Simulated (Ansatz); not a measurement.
BaTiO3, a database entry at a rescaled volume

```
CELL_PARAMETERS angstrom
3.96953 3.96953 0.00000
3.96953 -3.96953 0.00000
0.00000 0.00000 3.98759
ATOMIC_POSITIONS crystal
Ba 0.00000 0.00000 0.00000
Ba 0.50000 0.50000 0.00000
Ti 0.00000 0.50000 0.50000
Ti 0.50000 0.00000 0.50000
O 0.00000 0.50000 0.00000
O 0.50000 0.00000 0.00000
O 0.25000 0.25000 0.50000
O 0.75000 0.75000 0.50000
O 0.25000 0.75000 0.50000
O 0.75000 0.25000 0.50000
```

Method: r2SCAN, collinear spin; PAW, plane waves to 500 eV, 4×4×6 Γ-centred mesh, fermi-dirac occupations (width 0.1 eV) (Ansatz 0.2.0), atoms fixed.

The state carries no moments; the state need not be the lowest.

**Electronic structure.** The gap is 2.20 eV, indirect or between spins (the least direct gap found is 2.25 eV). A semilocal functional usually gives too small a gap.
**Formation energy.** -3.40 eV an atom against the elements' usual phases (free molecules for gases, crystals otherwise, with no correction for O₂ or N₂), so it is bound against them; other compounds may still compete. Relaxing would lower it.
**Stress.** The pressure is 2.6 GPa (compression positive), so with the atoms held at these fractions the cell would first expand.
**Charges.** Bader charges in e: Ba +1.57, Ti +2.32, O -1.30. In the mean Ti gives up most and O takes most.

Origin: a database entry at a rescaled volume. Caveats: the input typed no starting moments.
